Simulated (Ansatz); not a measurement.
Mg3PN built on the antiperovskite prototype was relaxed with 4 functionals in Ansatz 0.2.0, cell and atoms free, the symmetry of the start kept (meshes: PBE 6×6×6, r2SCAN 6×6×6, PBEsol 6×6×6, LDA 6×6×6). Values at 0 K without nuclear motion; spin polarisation is off, and the phase may be a hypothetical one.

The LDA result:
```cif
data_structure
_symmetry_space_group_name_H-M 'Pm-3m'
_symmetry_Int_Tables_number 221
_cell_length_a 4.1061
_cell_length_b 4.1061
_cell_length_c 4.1061
_cell_angle_alpha 90.000
_cell_angle_beta 90.000
_cell_angle_gamma 90.000
_cell_volume 69.23
loop_
_atom_site_label
_atom_site_type_symbol
_atom_site_symmetry_multiplicity
_atom_site_Wyckoff_symbol
_atom_site_fract_x
_atom_site_fract_y
_atom_site_fract_z
_atom_site_occupancy
P1 P 1 a 0.00000 0.00000 0.00000 1
N1 N 1 b 0.50000 0.50000 0.50000 1
Mg1 Mg 3 c 0.50000 0.50000 0.00000 1
```

Space group Pm-3m (No. 221), cubic; conventional cell a = 4.106 Å, 13.85 Å³ an atom. P has 12 Mg at 2.90 Å; N has 6 Mg at 2.05 Å; Mg has 2 N at 2.05 Å and 4 P at 2.90 Å.

Task: How does the cell change with PBEsol?

Result: a = 4.152 Å; the volume differs by +3.4 % from LDA's. P has 12 Mg at 2.94 Å; N has 6 Mg at 2.08 Å; Mg has 2 N at 2.08 Å and 4 P at 2.94 Å.

Task: How does the cell change with r2SCAN?

Result: a = 4.152 Å; the volume differs by +3.4 % from LDA's. P is surrounded by 12 Mg at 2.94 Å; N is surrounded by 6 Mg at 2.08 Å; Mg is surrounded by 2 N at 2.08 Å and 4 P at 2.94 Å.

Task: Held at the r2SCAN cell, what mean stress do LDA and PBE find, and does its sign point to their own minimum?

Result: Yes. LDA -3.17 GPa, and its relaxed volume is -3.2 % from r2SCAN's; PBE +2.17 GPa, and its relaxed volume is +2.3 % from r2SCAN's. Compression counts positive, so a positive stress asks for a larger cell.
